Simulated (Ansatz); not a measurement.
An Ansatz input:

```yaml
crystal:
  lattice:
    - [-4.2636751593, 4.2642906834, 1.7662421654]
    - [4.2642906834, -4.2636751593, 1.7662421654]
    - [2.3053600906, 2.3053600906, -1.7651148317]
  atoms:
    - { symbol: Yb, position: [4.1093e-06, 0.9999958907, 1.0] }
    - { symbol: Yb, position: [0.7499958907, 0.2500041093, 0.5] }
hamiltonian:
  xc: r2scan
  pseudopotentials:
    kind: paw
    azcp:
      Yb: "pseudopotentials/Yb.paw.azcp"
basis:
  ecutwfc: 500
  fft_grid_basis: typed
kpoints:
  mp_grid: { grid: [17, 17, 16], shift: [0, 0, 0] }
magnetization:
  spin_polarized: false
scf:
  occupations: { method: fermi_dirac, width: 0.1 }
```

and its output:

```
band count auto-derived: 30, from the close of a first SCF at 29 (N_el = 48.0; filled up to band 24; 29 by the electrons, moments and atoms)
Engine: ansatz 0.2.0, x86_64-unknown-linux-gnu
Pseudopotentials: kind: paw
Pseudopotential: Yb, paw, valence charge 24, recommended cutoff 500 eV (meta_gga) 
Functional definition: r2SCAN
  parameter k0 = 0.174
  parameter k1 = 0.065
  parameter a1 = 4.9479
  exchange = r2scan_x(k0 = k0, k1 = k1, a1 = a1)
  correlation = r2scan_c
Crystal: 2 atoms, lattice volume = 69.458 Å³
Basis set: ecut = 500 eV, 1765 PW (Γ), exchange–correlation on 192×192×120 points (64 copies of the dense FFT grid, shifted against one another)
Bands: 29, of which v1, the nominal top of the filled ones, is band 24 counted from 1 (23 counted from 0)
Symmetry: 4 space group operations
Space group: C2/c (ITA 15), of the structure as read, at distance tolerance 4.1e-5 Å
k-points: 1233 of 4624
Non-local potential: Yb, projectors of the file, l = 0: 3, l = 1: 2, l = 2: 2, l = 3: 3
PAW form: soft (Blöchl's): semilocal exchange-correlation on the pseudo side does not see the compensation charge
PAW frozen core: Yb, regenerated for the run's functional (the file was generated under x = pbe(κ = 0.804, μ = 0.2195149727645171), c = pbe(β = 0.06672455060314922))
PAW one-centre angular grid: Yb, 2702 points (default); XC on 160 Gauss nodes
Initial density: superposition of atomic densities (neutral atoms: chi_scale 0, normalization atom), corrected by the library's trained network
Initial wavefunctions: pseudopotential atomic-orbital guess
Functional: x = r2scan, c = r2scan; τ floored in thin density (d = 2e-4 eV/Å³)
SCF iter   1: F=—  HF=-27611.781930 eV  |F-HF|=—  |Δ(HF+E_count)|=         —  Δρ=3.87e-2  dr2=8.82e-1  dr2_τ=2.75e-3  ethr=1.77e-3  ⟨swp⟩=5.3  Hψ=131187  notcnv=0
SCF iter   2: F=—  HF=-27614.474558 eV  |F-HF|=—  |Δ(HF+E_count)|=    2.69e0  Δρ=3.03e-1  dr2=5.14e1  dr2_τ=7.24e-2  ethr=1.77e-3  ⟨swp⟩=4.9  Hψ=97625  notcnv=0  defer=557  recentre
SCF iter   3: F=—  HF=-27611.728631 eV  |F-HF|=—  |Δ(HF+E_count)|=    2.75e0  Δρ=2.75e-2  dr2=4.49e-1  dr2_τ=1.39e-3  ethr=1.77e-3  ⟨swp⟩=3.0  Hψ=81518  notcnv=0
SCF iter   4: F=—  HF=-27611.680435 eV  |F-HF|=—  |Δ(HF+E_count)|=   4.82e-2  Δρ=3.40e-3  dr2=6.37e-3  dr2_τ=8.54e-4  ethr=9.35e-4  ⟨swp⟩=2.0  Hψ=68729  notcnv=0
SCF iter   5: F=—  HF=-27611.690510 eV  |F-HF|=—  |Δ(HF+E_count)|=   1.01e-2  Δρ=9.25e-3  dr2=5.08e-2  dr2_τ=5.84e-4  ethr=1.33e-5  ⟨swp⟩=2.0  Hψ=65169  notcnv=0
SCF iter   6: F=—  HF=-27611.689375 eV  |F-HF|=—  |Δ(HF+E_count)|=   1.13e-3  Δρ=1.01e-2  dr2=5.99e-2  dr2_τ=1.49e-5  ethr=1.33e-5  ⟨swp⟩=2.0  Hψ=70066  notcnv=0
...
  k-point 2: bands = ["-42.3142", "-42.2935", "-14.2507", "-13.9761", "-13.9087", "-13.8859", "-13.8615", "-13.8482", "5.9112", "9.5059", "10.4017", "10.4057", "10.4068", "10.4195", "10.4493", "10.4515", "10.4779", "10.4990", "10.5033", "10.5045", "10.5131", "10.5171", "10.5185", "10.5257", "11.2098", "13.1414", "13.5206", "14.5257", "14.8717"]
  k-point 1232: bands = ["-42.2939", "-42.2939", "-14.2465", "-14.2465", "-13.9532", "-13.9532", "-13.9081", "-13.9081", "9.3954", "9.3954", "10.4146", "10.4146", "10.4271", "10.4271", "10.4385", "10.4385", "10.4767", "10.4767", "10.4896", "10.4896", "10.5226", "10.5226", "10.5240", "10.5240", "11.7011", "11.7011", "12.2651", "12.2651", "15.8470"]
Bands: 30, of which v1, the nominal top of the filled ones, is band 24 counted from 1 (23 counted from 0)
Initial density: handed on by an earlier stage of this run
iter 1 solved again at ethr=5.95e-8 eV; its pass at ethr=3.10e-3 eV (dr2=2.85e-5 eV) is discarded
SCF iter   1: F=—  HF=-27611.685006 eV  |F-HF|=—  |Δ(HF+E_count)|=         —  Δρ=4.84e-6  dr2=5.85e-9  dr2_τ=3.13e-10  ethr=5.95e-8  ⟨swp⟩=3.0  Hψ=247698  notcnv=0
eigensolver tolerance schedule: the retry pair's looser diagonalisation over-reported the residual by 4875.22 of it (diagonalisation noise at 0.10 of the residual, at the tolerance the schedule requests for it); recorded, not acted on — ethr = c·dr2/N_el stays at c = 1.0e-1
SCF iter   2: F=-27611.685006 eV  HF=-27611.685006 eV  |F-HF|=8.35e-9  |Δ(HF+E_count)|=   3.61e-8  Δρ=5.19e-6  dr2=1.53e-8  dr2_τ=1.26e-10  ethr=1.22e-11  ⟨swp⟩=5.7  Hψ=153178  notcnv=0
SCF 2 converged in 2 iterations: F = -27611.685006 eV  dr2 = 1.53e-8
SCF converged after 16 iterations (14 of them on 29 bands)
Free energy (F): -27611.685006 eV
Harris-Foulkes:  -27611.685006 eV  (|F-HF|=8.35e-9)
Internal energy: -27611.504962 eV  (E = F + TS)
E sigma→0 (E₀):  -27611.594984 eV
Entropy (-TS):   -0.180044 eV (-90.022 meV/atom)
Fermi energy:    10.980307 eV
--- Per-component energies (eV) ---
  E_band       = -7.851660
  E_kinetic    = 710.481439
  E_local      = -12441.144857  (includes V_loc(G=0)·N_el)
  E_nonlocal   = 1086.085092
  E_hartree    = 5410.735268
  E_xc         = -320.661337
  E_vxc        = -457.219979  (∫ρ·V_xc dr)
  E_paw        = -14724.261036  (= ΣΔE_a)
  E_vpaw       = 244.121115  (= ΣTr[D̂ρ^β])
  E_aug_tail   = 0.000003  (compensation charges beyond the density's cutoff)
  E_vtau       = 28.338471  (kinetic-family band-sum trace: ∫τ·v_τ [+ j·A + Jᵃ·Aᵃ] dr)
  E_ewald      = -7334.437948
  E_core_change = 1.698413  (= ΣΔE_core)
  E_smearing   = -0.180044  (= −TS)
  E_closure    = -0.000000  (closes the sum)
  Σ components = -27611.685006   (vs F -27611.685006, Δ=0.00e0)
--- Band table (eV; the first three rows and the last of 1233) ---
  k-point 0: bands = ["-42.3167", "-42.2943", "-14.2705", "-13.9388", "-13.8645", "-13.8596", "-13.8565", "-13.8546", "5.5837", "9.1627", "10.3967", "10.4024", "10.4043", "10.4119", "10.4401", "10.4604", "10.4767", "10.4914", "10.5020", "10.5085", "10.5137", "10.5219", "10.5303", "10.5315", "11.2859", "13.6572", "13.6980", "14.9076", "14.9079", "14.9310"]
  k-point 1: bands = ["-42.3161", "-42.2941", "-14.2654", "-13.9486", "-13.8760", "-13.8700", "-13.8564", "-13.8506", "5.6666", "9.2508", "10.3978", "10.4032", "10.4051", "10.4138", "10.4421", "10.4579", "10.4772", "10.4932", "10.5032", "10.5064", "10.5167", "10.5193", "10.5267", "10.5283", "11.2647", "13.5133", "13.6640", "14.8720", "14.9076", "14.9864"]
  k-point 2: bands = ["-42.3142", "-42.2935", "-14.2507", "-13.9761", "-13.9087", "-13.8859", "-13.8615", "-13.8482", "5.9113", "9.5059", "10.4017", "10.4057", "10.4069", "10.4196", "10.4494", "10.4516", "10.4780", "10.4991", "10.5034", "10.5045", "10.5131", "10.5171", "10.5185", "10.5258", "11.2098", "13.1414", "13.5206", "14.5257", "14.8717", "15.2158"]
  k-point 1232: bands = ["-42.2939", "-42.2939", "-14.2465", "-14.2465", "-13.9532", "-13.9532", "-13.9081", "-13.9081", "9.3954", "9.3954", "10.4146", "10.4146", "10.4272", "10.4272", "10.4386", "10.4386", "10.4767", "10.4767", "10.4896", "10.4896", "10.5226", "10.5226", "10.5240", "10.5240", "11.7011", "11.7011", "12.2651", "12.2651", "15.8469", "15.8469"]
```

Command:

```sh
ansatz run input.yaml --threads 1 --pin off --max-ram 3584MiB --backend cpu --events-out ev --progress --plain --runs-dir out
```

On 1 thread of Intel(R) Xeon(R) Platinum 8259CL CPU @ 2.50GHz (Skylake/Cascade Lake) (shared host) this took about 750 s of wall time and 740 s of CPU time.
